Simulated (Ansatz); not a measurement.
LaSb (rock salt, space group No. 225) under volume change, LDA in the plane-wave PAW code Ansatz, scaled uniformly.

```csv
V (Å³/atom),E − E(relaxed) (meV/atom),P (GPa)
29.832,59.3,6.96
30.815,25.0,4.28
31.799,5.9,1.98
32.782,0.0,0.00
33.766,5.3,-1.70
34.749,20.3,-3.15
35.732,43.6,-4.39
```

Task: What does a third-order Birch–Murnaghan fit give for V₀, B₀ and B′?

Result: V₀ = 32.78 Å³/atom, B₀ = 60.8 GPa, B′ = 4.1.

Space group Fm-3m (rock salt). The first step of the workflow began from a Materials Project structure, measured or hypothetical; the Crystallography Open Database files this formula in space group No. 225, but the cells were not matched. Its standing as an ambient phase is unchecked. The LDA relaxation kept the symmetry of its start; of distortions, only those at the zone centre were tested. Spin–orbit coupling is left out wherever it is not named.

Potentials: the later of the program's two PAW sets.
